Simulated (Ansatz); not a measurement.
Input:

ZrIr2:
```yaml
crystal:
  lattice:
    - [0.00000, 3.67307, 3.67307]
    - [3.67307, 0.00000, 3.67307]
    - [3.67307, 3.67307, 0.00000]
  atoms:
    - { symbol: Zr, position: [0.50000, 0.50000, 0.50000] }
    - { symbol: Zr, position: [0.75000, 0.75000, 0.75000] }
    - { symbol: Ir, position: [0.62500, 0.12500, 0.12500] }
    - { symbol: Ir, position: [0.12500, 0.12500, 0.62500] }
    - { symbol: Ir, position: [0.12500, 0.62500, 0.12500] }
    - { symbol: Ir, position: [0.12500, 0.12500, 0.12500] }
```

This is the PBEsol-relaxed structure.

Question: All from plane-wave PAW PBEsol (Ansatz code), unless another level is named. Give the formation energy from the elements (no fitted shifts).

Answer: -0.68 eV/atom.

Question: And the density of states at the Fermi level?

Answer: 0.94 states/eV per atom (mean over ±0.08 eV).

Space group Fd-3m (cubic Laves (MgCu2 type)). The first step of the workflow began from a Materials Project structure, measured or hypothetical; the Crystallography Open Database files this formula in space group No. 227, but the cells were not matched. Whether it is the stable phase at ambient conditions was not checked. The cell was relaxed with PBEsol under the symmetry of its start. At this level the phase is dynamically unstable (imaginary phonons). No spin polarisation was allowed. The references are the lowest solids computed at this level, not always the standard phases. Spin–orbit coupling is left out wherever it is not named.

Potentials: the later of the program's two PAW sets.
